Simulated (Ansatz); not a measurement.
Geometry optimisation in Ansatz: input, command and trajectory.

```yaml
crystal:
  lattice:
    - [1.7937208377, 1.0356052085, 5.4174957868]
    - [-1.7937208377, 1.0356052085, 5.4174957868]
    - [0.0, -2.071210417, 5.4174957868]
  atoms:
    - { symbol: Re, position: [0.75, 0.75, 0.75] }
    - { symbol: Re, position: [0.25, 0.25, 0.25] }
    - { symbol: Br, position: [0.0, 0.0, 0.0] }
basis:
  ecutwfc: 420
kpoints:
  mp_grid: { grid: [6, 6, 6] }
hamiltonian:
  xc: pbe
scf:
  occupations: { method: gaussian, width: 0.1 }
  lower_state_search: "off"
output:
  forces: true
  stress: true
  eigenvalues: true
relax:
  adjacent_minimum: "off"
  f_tol: 0.04
  max_steps: 70
  cell: { stress_tol: 0.4 }
```

```bash
ansatz run input.yaml --threads 1 --pin off --max-ram 2560MiB --backend cpu --events-out ev --progress --plain --runs-dir out
```

These are results of DFT PBE, scalar-relativistic, plane waves, PAW (Ansatz), not measurements.

Of 11 frames 10 are shown, positions in Å and forces in eV/Å; the SCF threshold varies from step to step. Steps run on the plane waves of an earlier cell, with a Pulay correction in the pressure. The basis is chosen afresh for the last frame, the zero of the energies, and at times for earlier ones too; energy and pressure step there, also at an unchanged geometry.

```xyz
3
Lattice="1.7937 1.0356 5.4175 -1.7937 1.0356 5.4175 0.0000 -2.0712 5.4175" Properties=species:S:1:pos:R:3:forces:R:3 pbc="T T T" step=1 free_energy_over_end_meV_per_atom=2128.20 pressure_GPa=-11.25
Re    0.0000    0.0000   12.1894    0.0000    0.0000    2.5501
Re    0.0000    0.0000    4.0631    0.0000    0.0000   -2.5501
Br    0.0000    0.0000    0.0000    0.0000    0.0000    0.0000
3
Lattice="1.7665 1.0199 5.1530 -1.7665 1.0199 5.1530 0.0000 -2.0397 5.1530" Properties=species:S:1:pos:R:3:forces:R:3 pbc="T T T" step=2 free_energy_over_end_meV_per_atom=1632.71 pressure_GPa=-10.04
Re    0.0000    0.0000   11.7563    0.0000    0.0000    3.6750
Re    0.0000    0.0000    3.7026    0.0000    0.0000   -3.6750
Br    0.0000    0.0000    0.0000    0.0000    0.0000    0.0000
3
Lattice="1.7357 1.0021 4.9829 -1.7357 1.0021 4.9829 0.0000 -2.0042 4.9829" Properties=species:S:1:pos:R:3:forces:R:3 pbc="T T T" step=3 free_energy_over_end_meV_per_atom=1067.02 pressure_GPa=0.57
Re    0.0000    0.0000   11.5476    0.0000    0.0000    4.4384
Re    0.0000    0.0000    3.4012    0.0000    0.0000   -4.4384
Br    0.0000    0.0000    0.0000    0.0000    0.0000    0.0000
3
Lattice="1.7094 0.9869 4.9131 -1.7094 0.9869 4.9131 0.0000 -1.9738 4.9131" Properties=species:S:1:pos:R:3:forces:R:3 pbc="T T T" step=4 free_energy_over_end_meV_per_atom=675.40 pressure_GPa=23.89
Re    0.0000    0.0000   11.5606    0.0000    0.0000    2.5075
Re    0.0000    0.0000    3.1787    0.0000    0.0000   -2.5075
Br    0.0000    0.0000    0.0000    0.0000    0.0000    0.0000
3
Lattice="1.7099 0.9872 5.0220 -1.7099 0.9872 5.0220 0.0000 -1.9744 5.0220" Properties=species:S:1:pos:R:3:forces:R:3 pbc="T T T" step=5 free_energy_over_end_meV_per_atom=587.51 pressure_GPa=44.65
Re    0.0000    0.0000   11.9943    0.0000    0.0000   -4.6864
Re    0.0000    0.0000    3.0716    0.0000    0.0000    4.6864
Br    0.0000    0.0000    0.0000    0.0000    0.0000    0.0000
3
Lattice="1.7344 1.0014 5.5528 -1.7344 1.0014 5.5528 0.0000 -2.0027 5.5528" Properties=species:S:1:pos:R:3:forces:R:3 pbc="T T T" step=7 free_energy_over_end_meV_per_atom=79.76 pressure_GPa=8.96
Re    0.0000    0.0000   13.2480    0.0000    0.0000   -0.4947
Re    0.0000    0.0000    3.4104    0.0000    0.0000    0.4947
Br    0.0000    0.0000    0.0000    0.0000    0.0000    0.0000
3
Lattice="1.7240 0.9953 5.8237 -1.7240 0.9953 5.8237 0.0000 -1.9907 5.8237" Properties=species:S:1:pos:R:3:forces:R:3 pbc="T T T" step=8 free_energy_over_end_meV_per_atom=16.41 pressure_GPa=2.68
Re    0.0000    0.0000   13.8995    0.0000    0.0000    0.2493
Re    0.0000    0.0000    3.5715    0.0000    0.0000   -0.2493
Br    0.0000    0.0000    0.0000    0.0000    0.0000    0.0000
3
Lattice="1.7200 0.9930 6.0925 -1.7200 0.9930 6.0925 0.0000 -1.9861 6.0925" Properties=species:S:1:pos:R:3:forces:R:3 pbc="T T T" step=9 free_energy_over_end_meV_per_atom=2.12 pressure_GPa=0.07
Re    0.0000    0.0000   14.5727    0.0000    0.0000   -0.1379
Re    0.0000    0.0000    3.7049    0.0000    0.0000    0.1379
Br    0.0000    0.0000    0.0000    0.0000    0.0000    0.0000
3
Lattice="1.7226 0.9945 6.0397 -1.7226 0.9945 6.0397 0.0000 -1.9891 6.0397" Properties=species:S:1:pos:R:3:forces:R:3 pbc="T T T" step=10 free_energy_over_end_meV_per_atom=1.14 pressure_GPa=0.13
Re    0.0000    0.0000   14.4400    0.0000    0.0000    0.0115
Re    0.0000    0.0000    3.6791    0.0000    0.0000   -0.0115
Br    0.0000    0.0000    0.0000    0.0000    0.0000    0.0000
3
Lattice="1.7226 0.9945 6.0397 -1.7226 0.9945 6.0397 0.0000 -1.9891 6.0397" Properties=species:S:1:pos:R:3:forces:R:3 pbc="T T T" step=11 free_energy_over_end_meV_per_atom=0.00 pressure_GPa=0.23
Re    0.0000    0.0000   14.4400    0.0000    0.0000    0.0130
Re    0.0000    0.0000    3.6791    0.0000    0.0000   -0.0130
Br    0.0000    0.0000    0.0000    0.0000    0.0000    0.0000
```

The start puts this composition into another compound's structure type, which needn't suit it. At the end the space group is R-3m (tolerance 0.05 Å).

The run took 55 s on 1 thread of AMD EPYC 7R43 64-Core Processor (Zen 3), with other jobs on the host, peak memory 0.4 GiB.

The k mesh is coarse. Spin–orbit coupling is left out, which can shift energies with elements as heavy as these. Spin polarisation was left out, and a magnetic state may lie lower.